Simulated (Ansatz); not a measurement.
Here is the system:

PdF4 (space group Fdd2)

```
CELL_PARAMETERS angstrom
      0.00000     4.65511     2.97328
      4.60831     0.00000     2.97328
      4.60831     4.65511     0.00000
ATOMIC_POSITIONS crystal
  Pd 0.73817 0.73817 0.26183
  Pd 0.98817 0.98817 0.51183
  F  0.57075 0.97976 0.73409
  F  0.97976 0.57075 0.71540
  F  0.53460 0.51591 0.27024
  F  0.51591 0.53460 0.67925
  F  0.98495 0.00336 0.20873
  F  0.00336 0.98495 0.80297
  F  0.44703 0.04127 0.24664
  F  0.04127 0.44703 0.26505
```

E(V) scan at fixed shape, V₀ the volume above. The atoms relax within the cell's symmetry.

All values below come from PBEsol (plane waves to 420 eV, PAW, scalar-relativistic; Ansatz, a quantum-chemistry and plane-wave program). k mesh 8×8×8 (Γ-centred), Fermi-Dirac smearing 0.05 eV. E stands for the smeared free energy. Compression counts positive. With the shape held, the modulus is that of even scaling; a crystal free to change shape is softer. PdF4 is run without spin polarisation and with no Hubbard U. PdF4 was relaxed with its symmetry unable to fall. ΔE is measured from the relaxed starting cell.

The scan covers V/V₀ from 0.940 to 1.060 in 11 points.

Problem. What bulk modulus at fixed cell shape B₀ follows from a third-order Birch-Murnaghan fit?

Solution. 44.6 GPa.

Problem. What is the fitted pressure derivative B₀′?

Solution. 1.8.

(Under strain, the slope of the energy per volume gives the stress and its curvature an elastic modulus.)
